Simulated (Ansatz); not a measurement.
**Lattice vibrations of BiAs at Γ**

These are results of DFT PBE, scalar-relativistic, plane waves, PAW in Ansatz 0.2.0, not measurements. Plane waves to 420 eV; Γ-centred k mesh 16×16×16; Fermi-Dirac smearing of 0.15 eV. No spin polarisation. Phonons by linear response, acoustic sum rule imposed.

Equilibrium structure at this level:
```xyz
2
Lattice="0.0000 3.0173 3.0173 3.0173 0.0000 3.0173 3.0173 3.0173 0.0000" Properties=species:S:1:pos:R:3 pbc="T T T"
Bi    3.0173    3.0173    3.0173
As    0.0000    0.0000    0.0000
```

The structure comes from a generated guess, relaxed at this level; another structure or a mixture of phases may lie lower. In a metal, frequencies depend on the k mesh and the smearing, soft modes most. Spin–orbit coupling is left out, which matters for heavy elements.

(1) Is this structure stable against zone-centre distortions?

(2) List the optical modes at Γ (i marks imaginary ones).

Results:

(1) No: 3 of the 3 optical modes are imaginary.

(2)
```json
{"frequency (cm⁻¹)": "114i", "degeneracy": "3"}
```
